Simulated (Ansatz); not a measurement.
MoS2:
```
CELL_PARAMETERS angstrom
      1.59258     0.91948     7.43078
     -1.59258     0.91948     7.43078
      0.00000    -1.83895     7.43078
ATOMIC_POSITIONS crystal
  Mo 0.99978 0.99978 0.99978
  S  0.40321 0.40321 0.40321
  S  0.26302 0.26302 0.26302
```

This is the PBE-relaxed structure. x, y and z are the axes in which the lattice vectors are written.

Question: All from DFT-PBE in the program Ansatz with PAW potentials, unless another level is named. Estimate the band gap.

Answer: 1.45 eV (indirect).

Question: Next, the smallest direct gap on the standard path?

Answer: 1.67 eV.

Question: Predict the formation energy from the elements (no fitted shifts).

Answer: -0.89 eV/atom.

Question: Next, the conduction-band minimum?

Answer: off the standard path, at k = (-0.042, 0.292, -0.375).

Question: Next, the valence-band maximum?

Answer: at T.

Space group R3m. The PBE relaxation kept the symmetry of its start. The run is not spin-polarised. A crystal of weakly bound layers computed without a dispersion correction: the cell and the soft elastic constants depend strongly on that. The references are the lowest solids computed at this level, not always the standard phases. Spin–orbit coupling is left out wherever it is not named.

Potentials: the earlier of the program's two PAW sets.
